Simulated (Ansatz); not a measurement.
SiGe:
```cif
data_Ge6Si6
_chemical_formula_sum 'Si6 Ge6'
_space_group_name_H-M_alt 'R-3m :H'
_space_group_IT_number 166
_space_group_name_Hall '-R 3 2"'
_cell_length_a 3.92106
_cell_length_b 3.92106
_cell_length_c 19.17554
_cell_angle_alpha 90.000
_cell_angle_beta 90.000
_cell_angle_gamma 120.000
loop_
_atom_site_label
_atom_site_type_symbol
_atom_site_symmetry_multiplicity
_atom_site_Wyckoff_symbol
_atom_site_fract_x
_atom_site_fract_y
_atom_site_fract_z
_atom_site_occupancy
Si1 Si 6 c 0.00000 0.00000 0.06115 1
Ge1 Ge 6 c 0.00000 0.00000 0.43593 1
```
(The calculation used a cell of 4 atoms; values per cell refer to that cell.)

Relaxed with PBEsol.

**Question.** Decompose the optical modes at the zone centre into irreducible representations, and say which are infrared and Raman allowed.

**Answer.** Point group -3m: Γ_opt = 2A1g + A2u + 2Eg + Eu. Infrared: A2u, Eu. Raman: A1g, Eg.

**Question.** Assign frequencies (DFPT, plane-wave PAW PBEsol (Ansatz code); without the LO–TO term).

**Answer.** Eg 73, A1g 255, A2u 295, Eu 389, Eg 411, A1g 467 cm⁻¹.

The start of the workflow was typed in or built on a structure type; neither database checked (COD, Materials Project) lists it. Whether it is the stable phase at ambient conditions was not checked. Symmetry was held in the PBEsol relaxation; its stability against distortions is not shown here.

Potentials: the later of the program's two PAW sets.
